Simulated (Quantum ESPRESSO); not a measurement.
Zn₄S₃O (made-up cell) (calculated)

All values are calculated (Quantum ESPRESSO 7.5). Calculation on a made-up crystal cell, not a measurement: periodic Kohn-Sham density functional theory in plane waves with PseudoDojo standard norm-conserving scalar-relativistic pseudopotentials, each functional with its own files (v0.5 for PBE, v0.4.1 for LDA and PBEsol), no spin polarisation, no spin-orbit coupling, atoms not relaxed, stress positive in tension, energies less a fixed whole-eV offset for each atom's element; levels are Kohn-Sham levels at fractions of this cell's reciprocal vectors, counted from the reference band (half the neutral cell's valence electrons, rounded up) at Gamma; error bars cover cutoff and k-mesh only, not smearing or the files; added strain carries the atoms with the cell, and shear is the tensor component; each bar is the largest change over components, and at least 0.002 eV, 0.002 eV per angstrom or 0.02 GPa; energies are for the whole cell, and the offsets were chosen from early runs and are not element reference energies.

```yaml
- formula: Zn4S3O
  kind: "made-up cell"
  structure:
    cell_angstrom:
      - [5.3798, -0.0333, 0.01]
      - [-0.0333, 5.4049, 0.0446]
      - [0.01, 0.0446, 5.4645]
    atoms_fractional:
      - [Zn, -0.00973, 0.00342, 0.01346]
      - [Zn, -0.01563, 0.47721, 0.50019]
      - [Zn, 0.51021, -0.00282, 0.47626]
      - [Zn, 0.49669, 0.5028, 0.01717]
      - [S, 0.2765, 0.2337, 0.24905]
      - [O, 0.2427, 0.73857, 0.75124]
      - [S, 0.73991, 0.26005, 0.75987]
      - [S, 0.73953, 0.74303, 0.26946]
  given:
    lattice_type: "zincblende/diamond"
    functional: pbe
    "cutoff [eV]": 1143
    "fermi_dirac_smearing [eV]": 0.025
    "scf_tolerance [eV]": 1.0e-07
    electrons_removed: 0
    k_mesh: "4 x 4 x 4, shifted by half a step"
    atom_site: [1, 2, 3, 4, 5, 6, 7, 8]
    "atom_energy_offset [eV]": [-5687, -5687, -5687, -5687, -302, -452, -302, -302]
  results:
    "stress_xy [GPa]": null
    "stress_yy [GPa]": null
```

## Withheld values
1. What stress xy does the calculation give for Zn₄S₃O (made-up cell)?
2. Zn₄S₃O (made-up cell): stress yy?

## Answers
1. 0.1335 GPa
2. 2.158 GPa

Further results for Zn₄S₃O (made-up cell):

* free energy less offsets: 1.154 eV
* smearing term minus ts: 0 eV
* scf iterations: 11
* pressure: -2.791 GPa
* stress xx: 2.639 GPa
* stress zz: 3.576 GPa
* stress yz: 1.594 GPa
* stress xz: 0.9015 GPa
* reference band: 52
* error bar energy: 0.002 eV
* error bar stress: 0.02 GPa
* error bar force: 0.002 eV/Å
* error bar next band up: 0.002 eV
* error bars from: tighter rerun of a related cell

Forces:
| site | x (eV/Å) | y (eV/Å) | z (eV/Å) |
| --- | --- | --- | --- |
| 1 | 0.7651 | -0.7701 | -0.9753 |
| 2 | 1.538 | 0.9151 | 0.6278 |
| 3 | -0.6765 | -0.5563 | 2.342 |
| 4 | -0.7665 | 1.12 | -1.57 |
| 5 | -1.896 | 0.5423 | 0.002967 |
| 6 | 0.09081 | -0.03096 | 0.2202 |
| 7 | -0.0619 | -0.8693 | 0.1465 |
| 8 | 1.007 | -0.3511 | -0.7941 |

Levels:
| level k point | next band up (eV) |
| --- | --- |
| Gamma | 1.229 |
| (1/2,1/2,1/2) | 2.059 |
| (0.15,0,0) | 1.754 |
| (0,0.15,0) | 1.755 |
| (0,0,0.15) | 1.749 |
